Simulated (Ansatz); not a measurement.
C in space group P4_2/mmc (No. 131; C on 2e, C on 4i) at seven volumes, r²SCAN (plane waves, PAW; program Ansatz), shape and atoms relaxed at each. One row is withheld.

```json
[
 {"V (Å³/atom)": "6.078", "P (GPa)": "37.56"},
 {"V (Å³/atom)": "6.278", "P (GPa)": "?"},
 {"V (Å³/atom)": "6.479", "P (GPa)": "10.92"},
 {"V (Å³/atom)": "6.679", "P (GPa)": "0.00"},
 {"V (Å³/atom)": "6.879", "P (GPa)": "-9.19"},
 {"V (Å³/atom)": "7.080", "P (GPa)": "-17.15"},
 {"V (Å³/atom)": "7.280", "P (GPa)": "-23.97"}
]
```

**Question.** Fit the shown pressures and predict the withheld one.

**Answer.** P = (3/2)B₀(x^(7/2) − x^(5/2))[1 + (3/4)(B′ − 4)(x − 1)] with x = (V₀/V)^(2/3). Least squares on the six rows gives V₀ = 6.681 Å³/atom, B₀ = 331 GPa, B′ = 3.90. At V = 6.278, x = 1.0423 and P = 23.25 GPa. The run itself gave 23.35 GPa.

The start of the workflow was typed in or built on a structure type; neither database checked (COD, Materials Project) lists it. It is not the phase usual at ambient conditions (space group No. 194, 227). The r²SCAN relaxation kept the symmetry of its start; its stability against distortions is not shown here.

Potentials: the earlier of the program's two PAW sets.
